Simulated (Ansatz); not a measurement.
Elastic constants of AlGa3N4: input and output

Theory: Ansatz 0.2.0, DFT LDA, scalar-relativistic, plane waves, PAW.

Launched with:
```bash
ansatz run input.yaml --threads 2 --pin off --max-ram 6144MiB --backend cpu --events-out ev --progress --plain --runs-dir out
```

Input (bare energies are in eV):
```yaml
crystal:
  lattice:
    - [4.4269712081, 0.0, 0.0]
    - [0.0, 4.4269712081, 0.0]
    - [0.0, 0.0, 4.4269712081]
  atoms:
    - { symbol: Al, position: [0.0, 0.0, 0.0] }
    - { symbol: Ga, position: [0.5, 0.5, 0.0] }
    - { symbol: Ga, position: [0.5, 0.0, 0.5] }
    - { symbol: Ga, position: [0.0, 0.5, 0.5] }
    - { symbol: "N", position: [0.7548198296, 0.7548198296, 0.2451801704] }
    - { symbol: "N", position: [0.7548198296, 0.2451801704, 0.7548198296] }
    - { symbol: "N", position: [0.2451801704, 0.7548198296, 0.7548198296] }
    - { symbol: "N", position: [0.2451801704, 0.2451801704, 0.2451801704] }
basis:
  ecutwfc: 420
kpoints:
  mp_grid: { grid: [6, 6, 6] }
hamiltonian:
  xc: lda
scf:
  occupations: { method: fixed }
output:
  forces: true
  stress: true
  eigenvalues: true
  polarization: {}
elastic:
  mode: relaxed_ion
  stencil: two_point
```

From the output:
```
--- Elastic constants: 2 strain directions × 2 members + reference (group order 24) ---
  dense FFT box of the reference and of every strained cell: 30×30×30
  strains applied: 11, 23; error gains: componentwise 1.00 (the most a stress slope's error grows in a printed constant), spectral 1.73 (1 for all six strains in a standard setting)
  reference relaxed by the batch: 3 steps; max|allowed force component| 7.14e-4 eV/Å at the deck's positions, 6.83e-9 at the last accepted step, 1.91e-8 by the solve of record
  largest displacement 4.8e-5 Å; the constants are those of the deck's cell at these positions:
  atoms:
    - { symbol: Al, position: [-2.3916830137300693e-22, 4.7833660274553893e-23, -1.9133464109828805e-22] }
    - { symbol: Ga, position: [0.5, 0.5, -1.9133464109829986e-22] }
    - { symbol: Ga, position: [0.5, 4.783366027457745e-23, 0.5] }
    - { symbol: Ga, position: [-2.3916830137291177e-22, 0.5, 0.5] }
    - { symbol: N, position: [0.7548260667704568, 0.7548260667704568, 0.24517393322954328] }
    - { symbol: N, position: [0.7548260667704568, 0.24517393322954328, 0.7548260667704568] }
    - { symbol: N, position: [0.24517393322954328, 0.7548260667704568, 0.7548260667704568] }
    - { symbol: N, position: [0.24517393322954328, 0.24517393322954328, 0.24517393322954328] }
  C = ∂σ_k/∂η_j (tension-positive GPa; Voigt order 11 22 33 23 13 12):
       291.678    160.445    160.445      0.000      0.000     -0.000
       160.445    291.678    160.445      0.000     -0.000     -0.000
       160.445    160.445    291.678      0.000     -0.000     -0.000
        -0.000      0.000      0.000    165.340     -0.000      0.000
         0.000     -0.000     -0.000     -0.000    165.340      0.000
         0.000     -0.000     -0.000     -0.000      0.000    165.340
  reference stress σ⁰ (GPa):      0.006      0.006      0.006      0.000     -0.000      0.000
  C* (energy form; C + prestress term) asymmetry max|C*_kj − C*_jk| = 4.169e-16 GPa — a small one proves nothing (zero by symmetry where the batch's group is 432, −43m or m−3m); a large one is finite-difference/SCF noise where every solve ...
  moduli (Voigt/Reuss/Hill, GPa): K = 204.19/204.19/204.19   G = 125.45/102.83/114.14   E = 288.64   ν = 0.264
  mechanically stable: yes (min eigenvalue of sym C = 131.23 GPa)
  e, the proper piezoelectric tensor (elastic.mode: relaxed_ion; C/m²; rows x y z; Voigt order 11 22 33 23 13 12):
      -0.00000   -0.00000   -0.00000    0.47187    0.00000    0.00000
       0.00000    0.00000    0.00000   -0.00000    0.47187   -0.00000
      -0.00000    0.00000    0.00000   -0.00000   -0.00000    0.47187
  ±, each entry's uncertainty from the finite density of the strings (C/m²), an estimate: the size of the correction for it that the entry includes:
       0.00000    0.00000    0.00000    0.00766    0.00000    0.00000
       0.00000    0.00000    0.00000    0.00000    0.00766    0.00000
       0.00000    0.00000    0.00000    0.00000    0.00000    0.00766
  the group's symmetry takes up to 1.3e-8 C/m² out of the measured responses: error of the strings' finite density and of the mesh across them, as far as it breaks the symmetry (raise kpoints.mp_grid and any string_points); the largest step ...
  the stresses are not corrected for the forces that the relaxations left standing (`elastic.f_tol`)
  strain η (Voigt 11):  stress-route row diagonal C_11 = 291.68 GPa, energy-path curvature d²(F+E_count+ΔE)/dδ²/Ω₀ = 295.63 GPa
         δ    σ_11 (GPa) F (eV) n_scf n_hpsi n_pw
    -2.000e-3      -0.5776      -13136.0542165       2   11332   1743   relax 3 steps, max|allowed force component| 8.02e-6 eV/Å
     2.000e-3       0.5891      -13136.0544654       2   11293   1743   relax 3 steps, max|allowed force component| 7.57e-6 eV/Å
  strain η (Voigt 23):  stress-route row diagonal C_44 = 165.34 GPa, energy-path curvature d²(F+E_count+ΔE)/dδ²/Ω₀ = 169.36 GPa
         δ    σ_23 (GPa) F (eV) n_scf n_hpsi n_pw
    -2.000e-3      -0.3307      -13136.0544046       2   15356   1743   relax 5 steps, max|allowed force component| 1.15e-5 eV/Å
     2.000e-3       0.3307      -13136.0544046       2   15349   1743   relax 5 steps, max|allowed force component| 1.15e-5 eV/Å
--- Formal polarisation (Berry phase): one branch of a lattice of values; only differences between neighbouring runs are physical ---
  axis mesh electronic ionic p = total spread (rad) least overlap resolved gap  δp at fixed H ≤   (phases in cycles; p mod 1; gap in eV; gap and δp judge the states as solved, not the mesh's step, its ...
  b1    6×6×6           0.00000000    23.00000000    23.00000000      0.046005         0.9106        2.5564           3.7e-6
  b2    6×6×6          -0.00000000    23.00000000    23.00000000      0.046005         0.9106        2.5564           3.7e-6
  b3    6×6×6           0.00000000    23.00000000    23.00000000      0.046005         0.9106        2.5564           3.7e-6
  quantum along a1:   0.05102542 e/Å² =    81.751739 µC/cm²
  quantum along a2:   0.05102542 e/Å² =    81.751739 µC/cm²
  quantum along a3:   0.05102542 e/Å² =    81.751739 µC/cm²
  P = (  1.17358471,   1.17358471,   1.17358471) e/Å² = ( 1880.289994,  1880.289994,  1880.289994) µC/cm²  (mod the quanta)
```

The run took 3.6 min on 2 threads of AMD EPYC 7R43 64-Core Processor (Zen 3) (shared host), peak memory 0.61 GiB.